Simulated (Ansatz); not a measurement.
In₂Si₂O₇ in space group C2/m (No. 12; Pearson symbol mS22), DFT-LDA in the program Ansatz with PAW potentials, all energies at zero smearing, with the estimated change up to a 700 eV cutoff added, with one set of potentials and settings (totals compare only within such a set). Cell of 11 atoms (2 In, 2 Si, 7 O): -16026.542 eV.

```json
[
 {"element": "In", "reference phase": "I4/mmm, 1 atoms in the cell", "E (eV/atom)": "-5457.1653"},
 {"element": "Si", "reference phase": "Fd-3m, 2 atoms in the cell", "E (eV/atom)": "-608.6481"},
 {"element": "O", "reference phase": "C2/m, 4 atoms in the cell, spin-polarised", "E (eV/atom)": "-552.6518"}
]
```

Formation energy per atom, worked out: (-16026.542 − 2×(-5457.1653) − 2×(-608.6481) − 7×(-552.6518))/11 = -2.396 eV/atom (-231 kJ per mol of atoms), at 0 K, without zero-point energy or fitted corrections.

The workflow started from a Materials Project entry (that database holds measured and hypothetical structures alike); the Crystallography Open Database files this formula in space group No. 12, but the cells were not matched. Its standing as an ambient phase is unchecked. The cell was relaxed with LDA under the symmetry of its start; phonons on a q-mesh show no instability. The references are the lowest solids computed at this level, not always the standard phases (solids in place of the gases).

Potentials: the later of the program's two PAW sets.
